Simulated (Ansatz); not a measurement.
## ZnIn2F4 single point

The input, for Ansatz 0.2.0 (plane waves, PAW):

```yaml
crystal:
  lattice:
    - [0.0, 4.969145, 0.0]
    - [4.969145, 0.0, 0.0]
    - [2.484572, 2.484572, -4.967521]
  atoms:
    - { symbol: In, position: [0.5, 0.5, 0.0] }
    - { symbol: In, position: [0.75, 0.25, 0.5] }
    - { symbol: Zn, position: [0.0, 0.0, 0.0] }
    - { symbol: F, position: [0.375, 0.375, 0.75] }
    - { symbol: F, position: [0.625, 0.125, 0.25] }
    - { symbol: F, position: [0.875, 0.875, 0.75] }
    - { symbol: F, position: [0.125, 0.625, 0.25] }
  symmetry: { tolerance: 0.0003 }
kpoints:
  mp_grid: { grid: [6, 6, 6], shift: [0, 0, 0] }
  band_path:
    path:
      - [0.0, 0.0, 0.0]
      - [0.5, -0.5, 0.0]
      - [0.5, -0.5, 0.25]
      - [0.0, -0.5, 0.0]
      - [0.0, 0.0, 0.0]
      - [0.0, 0.0, 0.5]
      - [0.0, -0.37491826, 0.31254087]
      - [0.0, -0.62508174, -0.31254087]
      - [0.0, 0.0, 0.0]
      - [0.5, -0.5, 0.0]
      - [0.37491826, -0.62508174, -0.12508174]
    npoints: 6
magnetization:
  spin_polarized: false
scf:
  occupations: { method: gaussian, width: 0.014 }
  lower_state_search: "off"
  max_iter: 200
hamiltonian:
  pseudopotentials: { kind: paw }
  xc: r2scan
basis:
  ecutwfc: 500
  fft_grid_basis: typed
output:
  forces: true
  stress: true
  eigenvalues: true
  bader: true
  populations: true
  elf: true
  write_potential: true
  volumetric_format: npy
  dos:
    e_range: [-12, 8]
    de: 0.05
    projected: { site_lists: { F: [F], In: [In], Zn: [Zn] } }
checkpoint:
  read: saved_state
```

The run starts from an earlier solution of this cell. 

Output (shortened):

```
Free energy (F): -17787.5043 eV
Harris-Foulkes:  -17787.5043 eV  (|F-HF|=1.75e-8)
Internal energy: -17787.5036 eV  (E = F + TS)
E sigma→0 (E₀):  -17787.5039 eV
Entropy (-TS):   -0.0007 eV (-0.097 meV/atom)
Fermi energy:    7.3602 eV
--- Per-component energies (eV) ---
  E_band       = -329.8442
  E_kinetic    = 1451.5850
  E_local      = -7153.4186  (includes V_loc(G=0)·N_el)
  E_nonlocal   = 1650.8507
  E_hartree    = 2857.5592
  E_xc         = -841.1418
  E_vxc        = -728.0477  (∫ρ·V_xc dr)
  E_paw        = -11033.0617  (= ΣΔE_a)
  E_vpaw       = -1316.7761  (= ΣTr[D̂ρ^β])
  E_aug_tail   = 0.0040  (compensation charges beyond the density's cutoff)
  E_vtau       = 50.8361  (kinetic-family band-sum trace: ∫τ·v_τ [+ j·A + Jᵃ·Aᵃ] dr)
  E_ewald      = -4721.5033
  E_core_change = 1.6229  (= ΣΔE_core)
  E_smearing   = -0.0007  (= −TS)
--- Forces (eV/Å), atoms counted from 1 ---
  atom   1  In     0.0000     0.0000     0.0000
  atom   2  In     0.0000     0.0000     0.0000
  atom   3  Zn     0.0000     0.0000     0.0000
  atom   4  F     -0.2250    -1.4897     0.0471
  atom   5  F     -1.4897     0.2250    -0.0471
  atom   6  F      0.2250     1.4897     0.0471
  atom   7  F      1.4897    -0.2250    -0.0471
--- Stress (GPa, compression-positive) ---
        9.4411       0.0000       0.0000
        0.0000       9.4411       0.0000
        0.0000       0.0000       9.4695
  P = ⅓ Tr σ = 9.4506 GPa (94.506 kbar)
--- Löwdin populations: 7 sites ---
  site symbol       q [e]
     0     In     12.4102
     1     In     12.3765
     2     Zn     10.7848
     3      F      7.5453
     4      F      7.5453
     5      F      7.5453
     6      F      7.5453
  spilling = 0.0037 (of n_electrons = 66.0000)
```

Origin: a known structure type with other elements, at an estimated volume, so it need not be a known compound. Caveats: many states at the Fermi level without spin polarisation, so a magnetic state may lie lower; atoms or cell far from equilibrium.
